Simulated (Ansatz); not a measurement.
LaTeCl in space group P4/nmm (No. 129; La on 2c, Te on 2c, Cl on 2a), plane-wave PAW LDA (Ansatz code), all energies at zero smearing, with the estimated change up to a 700 eV cutoff added, with one set of potentials and settings (totals compare only within such a set). Cell of 6 atoms (2 La, 2 Te, 2 Cl): -27906.993 eV.

| element | reference phase | E (eV/atom) |
|---|---|---|
| La | P6_3/mmc, 4 atoms in the cell | -6076.1507 |
| Te | P3_121, 3 atoms in the cell | -6827.2001 |
| Cl | Cmce, 4 atoms in the cell | -1044.0601 |

Formation energy per atom, worked out: (-27906.993 − 2×(-6076.1507) − 2×(-6827.2001) − 2×(-1044.0601))/6 = -2.029 eV/atom (-196 kJ per mol of atoms), at 0 K, without zero-point energy or fitted corrections.

The workflow started from a Materials Project entry (that database holds measured and hypothetical structures alike); the Crystallography Open Database copy checked does not list it. Whether it is the stable phase at ambient conditions was not checked. Symmetry was held in the LDA relaxation; of distortions, only those at the zone centre were tested. The references are the lowest solids computed at this level, not always the standard phases (solids in place of the gases). Spin–orbit coupling is left out wherever it is not named.

Potentials: the later of the program's two PAW sets.
